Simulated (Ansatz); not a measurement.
C (bcc type), DFT, PBEsol, all-electron PAW with datasets made for the crystal, scalar-relativistic (Ansatz 0.2.0), on 1 thread of Arm Neoverse V1 (shared host).

Command: `ansatz run input.yaml --threads 1 --pin off --max-ram 2048MiB --backend cpu --events-out ev --progress --plain --runs-dir out`

```yaml
crystal:
  lattice:
    - [-0.8628038197, 0.8628038197, 0.8628038197]
    - [0.8628038197, -0.8628038197, 0.8628038197]
    - [0.8628038197, 0.8628038197, -0.8628038197]
  atoms:
    - { symbol: C, position: [0.0, 0.0, 0.0] }
kpoints:
  mp_grid: { grid: [22, 22, 22] }
scf:
  occupations: { method: fermi_dirac, width: 0.08 }
hamiltonian:
  xc: pbesol
  pseudopotentials: { kind: all_electron, datasets: crystal }
output:
  forces: true
  stress: true
  eigenvalues: true
```

Problem. How large is the problem that the program sets up?

Solution. 328 irreducible k-points, 177 plane waves at Γ, 7 bands.

Problem. About how long does it take?

Solution. 6.2 s of wall time for 6 SCF iterations. Times on shared machines scatter by tens of per cent.
